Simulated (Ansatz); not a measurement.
# Zr$_{2}$N: clamped-ion elastic tensor

All numbers below come from DFT LDA, scalar-relativistic, plane waves, PAW in Ansatz 0.2.0. Cutoff 420 eV, 8×8×12 k-points (Γ-centred), Fermi-Dirac smearing of 0.15 eV. No spin polarisation.

The cell, relaxed at this level:
```yaml
crystal:
  lattice:
    - [5.33192, 0.00000, 0.00000]
    - [0.00000, 5.33192, 0.00000]
    - [0.00000, 0.00000, 3.25150]
  atoms:
    - { symbol: Zr, position: [0.29576, 0.29576, 0.00000] }
    - { symbol: Zr, position: [0.70424, 0.70424, 0.00000] }
    - { symbol: Zr, position: [0.79576, 0.20424, 0.50000] }
    - { symbol: Zr, position: [0.20424, 0.79576, 0.50000] }
    - { symbol: N, position: [0.00000, 0.00000, 0.00000] }
    - { symbol: N, position: [0.50000, 0.50000, 0.50000] }
```

In a metal, frequencies and elastic constants depend on the k mesh and the smearing, soft modes and shear constants most.

Task: Give the clamped-ion elastic constants (GPa, Voigt order xx yy zz yz xz xy, on the axes of the cell above).

Result:
```
321.5 151.1 115.8   0.0   0.0   0.0
151.1 321.5 115.8   0.0   0.0   0.0
115.8 115.8 381.5   0.0   0.0   0.0
  0.0   0.0   0.0 130.2   0.0   0.0
  0.0   0.0   0.0   0.0 130.2   0.0
  0.0   0.0   0.0   0.0   0.0 135.2
```

Task: And the moduli of a polycrystal (Hill averages)?

Result: B = 199 GPa, G = 120 GPa, E = 300 GPa, ν = 0.25.

Whether Zr2N exists in this form wasn't checked.

Cost: 1 run of about 4.6 core-minutes, on Arm Neoverse V2 (shared hosts).